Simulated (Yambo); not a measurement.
```xyz
6
Lattice="3.1473 0.0000 0.0000 0.0000 3.6333 0.0000 0.0000 0.0000 7.8451" Properties=species:S:1:pos:R:3 pbc="T T T"
O      1.5736     1.8166     7.4543
O      0.0000     0.0000     0.3908
Al     1.5736     0.0000     7.0179
Al     0.0000     1.8166     0.8272
Cl     0.0000     0.0000     5.3396
Cl     1.5736     1.8166     2.5055
```

Cell and atoms were relaxed with PBE+D3(BJ) from Materials Project entry mp-27863, within its symmetry.

Task: Where are the main features of Im ε from RPA with local fields on PBEsol bands shifted by a G0W0 scissor of 2.66 eV (Yambo; 10×10×4 mesh, 68 bands, 3 Ry local-field block, 0.2 eV broadening; field along x)?

Result: Peaks at 11.5 eV (5.6), 14.9 eV (3.2), heights in brackets. Structure narrower than a few tenths of an eV can come from the finite k mesh. Convergence of the RPA response with its 10×10×4 mesh was not tested. The scissor comes from a G0W0 run whose convergence isn't established. No excitonic effects at this level.
